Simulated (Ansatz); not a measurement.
CuPt₇ in space group Fm-3m (No. 225; Pt on 4b, Pt on 24d, Cu on 4a), PBE (plane waves, PAW; program Ansatz), all energies at zero smearing, with the estimated change up to a 700 eV cutoff added, with one set of potentials and settings (totals compare only within such a set). Cell of 8 atoms (7 Pt, 1 Cu): -94286.852 eV.

```tsv
element	reference phase	E (eV/atom)
Pt	Fm-3m, 1 atoms in the cell	-12523.0127
Cu	Fm-3m, 1 atoms in the cell	-6625.1757
```

Formation energy per atom, worked out: (-94286.852 − 7×(-12523.0127) − 1×(-6625.1757))/8 = -0.073 eV/atom (-7 kJ per mol of atoms), at 0 K, without zero-point energy or fitted corrections.

The workflow started from an entry of the Crystallography Open Database (COD). Whether it is the stable phase at ambient conditions was not checked. The cell was relaxed with PBE under the symmetry of its start; its stability against distortions is not shown here. The run is not spin-polarised. The references are the lowest solids computed at this level, not always the standard phases. Spin–orbit coupling is left out wherever it is not named.

Potentials: the later of the program's two PAW sets.
